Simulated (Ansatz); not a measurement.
InNi₃N:
Space group Pm-3m (No. 221); a = b = c = 3.837 Å, α = β = γ = 90.00°

```csv
atom,site,symmetry,x,y,z
In,1a,m-3m,0.0000,0.0000,0.0000
Ni,3c,4/mm.m,0.0000,0.5000,0.5000
N,1b,m-3m,0.5000,0.5000,0.5000
```

This is the r²SCAN-relaxed structure.

Task: All from r²SCAN (plane waves, PAW; program Ansatz), unless another level is named. Predict the electronic character.

Result: metallic (no gap).

Task: Predict the density of states at the Fermi level.

Result: 0.27 states/eV per atom (mean over ±0.08 eV).

Task: Give the formation energy from the elements (no fitted shifts).

Result: -0.14 eV/atom.

The workflow started from a Materials Project entry (that database holds measured and hypothetical structures alike); the Crystallography Open Database copy checked does not list it. Whether it is the stable phase at ambient conditions was not checked. The cell was relaxed with r²SCAN under the symmetry of its start; whether a distortion lowers the energy is not shown. No spin polarisation was allowed. The references are the lowest solids computed at this level, not always the standard phases (solids in place of the gases). Spin–orbit coupling is left out wherever it is not named.

Potentials: the later of the program's two PAW sets.
